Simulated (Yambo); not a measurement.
G0W0@PBEsol for a free-standing WSe$_{2}$ monolayer (symmetry P-6m2, slab cell 16.3 Å high) in Yambo. Reference settings: 6×6×1 Γ-centred k mesh, bands 12 to 114 and a 7 Ry block in the screening, 114 bands in G with the Bruneval-Gonze terminator, plasmon pole fitted at 27.2 eV, slab-truncated Coulomb interaction, stochastic integration of W near q = 0. The PBEsol gap K → (0.167, 0.167) on this mesh is 1.69 eV; G0W0 gaps are taken between the same points.

The settings were changed. The gap went from 2.32 eV to 2.33 eV, and the shift of the valence edge from -0.15 eV to -0.06 eV.

Q: What was changed between the two runs?
A. 50 bands in G
B. no terminator
C. no point-group symmetry
D. 50 bands in G, no terminator

A: A, 50 bands in G. The others gave (gap, valence shift): no terminator: 2.31, 0.11 eV; 50 bands in G, no terminator: 2.31, 0.57 eV; no point-group symmetry: 2.30, -0.14 eV.

The standard potential for Se keeps a d shell in the valence without the s and p states of that shell. In tests on such compounds this moved G0W0 gaps by up to about 0.9 eV, so absolute quasiparticle energies here are unreliable; differences between settings are what counts.

Spin-orbit coupling is not included.

Geometry relaxed with PBEsol; primitive cell a = 3.2713 Å, b = 3.2713 Å, c = 16.3000 Å, α = 90.00°, β = 90.00°, γ = 120.00°.

A shift is the quasiparticle energy of the state minus its PBEsol energy.
